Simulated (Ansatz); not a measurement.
MoSe:
Space group P6₃/mcm (No. 193); a = b = 9.0168 Å, c = 4.4167 Å, α = β = 90.00°, γ = 120.00°

| atom | site | symmetry | x | y | z |
|---|---|---|---|---|---|
| Mo | 6g | m2m | 0.1735 | 0.1735 | 0.7500 |
| Se | 6g | m2m | 0.3340 | 0.3340 | 0.2500 |

Relaxed at zero pressure with plane-wave PAW r²SCAN+D4 (Ansatz code).

Q: The volume is raised by 9 % and shape and atoms relax at that volume. What pressure results, and how do the axes share the change?

A: -0.7 GPa; a 4.4 %, b 4.4 %, c 0.1 %; the energy rises by 6 meV/atom.

Q: Give the new structure.

A: 
Space group P6₃/mcm (No. 193); a = b = 9.4114 Å, c = 4.4189 Å, α = β = 90.00°, γ = 120.00°

```tsv
atom	site	symmetry	x	y	z
Mo	6g	m2m	0.1664	0.1664	0.7500
Se	6g	m2m	0.3205	0.3205	0.2500
```

The phase is kept; no other phase was compared at this pressure.

Space group P6_3/mcm. The start of the workflow was typed in or built on a structure type; neither database checked (COD, Materials Project) lists it. Its standing as an ambient phase is unchecked. The cell was relaxed with r²SCAN+D4 under the symmetry of its start; whether a distortion lowers the energy is not shown. The workflow began spin-polarised and lost its moments.

Potentials: the later of the program's two PAW sets.
